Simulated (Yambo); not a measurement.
Yambo run on LiHS (space group Pmc2_1, No. 26). The wavefunctions are PBEsol (Quantum ESPRESSO, PseudoDojo norm-conserving, 74 Ry, no spin-orbit coupling) ones on a 2×4×1 mesh (20 occupied bands); a = 6.1011 Å, b = 3.9234 Å, c = 7.8328 Å, α = 90.00°, β = 90.00°, γ = 90.00°.

Yambo input:

```
rim_cut
HF_and_locXC
RandQpts= 1000000
RandGvec= 1 Ry
EXXRLvcs= 74 Ry
VXCRLvcs= 296 Ry
% QPkrange
 1 | 1 | 20 | 21 |
 3 | 3 | 20 | 21 |
 4 | 4 | 20 | 21 |
 6 | 6 | 20 | 21 |
%
```

k points by index: 1 = Γ, 3 = (0, -0.5, 0), 4 = (-0.5, 0, 0), 6 = (-0.5, -0.5, 0).

Resulting energies as the program prints them:

```
#    K-point    Band    Eo [eV]    Ehf [eV]    Vxc [eV]    Vnlxc [eV]
#
    1    20    0.000000    -3.414094    -12.75609    -16.17019
    1    21    3.366550    7.800741    -8.914284    -4.480093
    3    20    -0.504963    -4.229323    -12.49051    -16.21487
    3    21    4.080877    8.341093    -7.965077    -3.704861
    4    20    -0.463371    -3.975027    -12.55397    -16.06563
    4    21    3.815783    8.472916    -9.626029    -4.968896
    6    20    -0.421972    -4.138180    -12.56607    -16.28228
    6    21    4.112423    8.900421    -9.567869    -4.779871
```
Exchange alone, without screening.

Geometry of the Materials Project entry, not relaxed at this level.
